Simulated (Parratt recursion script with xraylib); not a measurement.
X-ray reflectivity, Kiessig fringes on Si: a table of runs and one to predict

Simulated, not measured: specular X-ray reflectivity, Parratt recursion, Névot-Croce roughness, xraylib tables (Parratt recursion script with xraylib 4.3.0).

Photon energy 8.048 keV (λ = 1.5406 Å), s polarisation. The grazing angle θ is scanned from 0.05° to 3° in 900 evenly spaced points, and the curve is smoothed with a Gaussian of 0.004° full width. A minimum is a scan point below both neighbours, placed by a parabola through ln R at the three points.

Each run is one film on Si (density 2.313 g/cm³, δ = 7.525 × 10⁻⁶, rms roughness 1.9 Å) under vacuum. The film surface has an rms roughness of 6 Å in all runs. The refractive index is n = 1 − δ + iβ. The table lists all minima between 0.6 and 1.65°.

| run | film | thickness d (Å) | density (g/cm³) | δ (10⁻⁶) | β (10⁻⁶) | minima at θ (°) |
|---|---|---|---|---|---|---|
| A | Ag | 150 | 10.052 | 28.13 | 2.624 | 0.731, 0.983, 1.254, 1.534 |
| B | Ag | 300 | 10.052 | 28.13 | 2.624 | 0.618, 0.730, 0.853, 0.983, 1.117, 1.254, 1.392, 1.533 |
| C | Ag | 150 | 7.254 | 20.30 | 1.894 | 0.696, 0.958, 1.234, 1.517 |
| D | Ag | 150 | 8.29 | ? | ? | ? |

Densities are inputs, not measurements. They were set from computed cells of the Materials Project: Ag from entry mp-124 (Fm-3m, 10.363 g/cm³, taken at 70, 80 and 97 %); Si from entry mp-149 (Fd-3m, 2.313 g/cm³). A layer's crystal structure does not enter its constants, only its composition and density.

How many minima does run D have between 0.6 and 1.65°, and where? Estimate its δ first.

Inside a film the fringe order is m = (2d/λ)(sin²θ − 2δ)^½, with the film's own δ. Where the film's δ lies above the substrate's, its two faces reflect with opposite signs, and minima are expected at whole m.

- Run A, δ above the substrate's: the minima give m = 2.01, 3.00, 4.00, 5.00.
- Run B, δ above the substrate's: the minima give m = 3.02, 4.01, 5.01, 6.01, 7.01, 8.01, 9.00, 10.00.
- Run C, δ above the substrate's: the minima give m = 2.01, 3.01, 4.01, 5.00.

At fixed composition δ is proportional to density: 28.13 × 8.29/10.052 = 23.20, in the table's units (the run used 23.20). In run D the film's δ lies above the substrate's, so take whole m. The window runs from m = 1.55 to 5.45 and holds m = 2, 3, 4, 5. Then sin²θ = 2δ + (mλ/2d)² gives θ = 0.706, 0.965, 1.240, 1.522°.

The run has 4 minima, at 0.709, 0.967, 1.241, 1.523°. The largest distance from one of them to an estimated minimum is 0.003°, against a mean spacing of 0.271°.
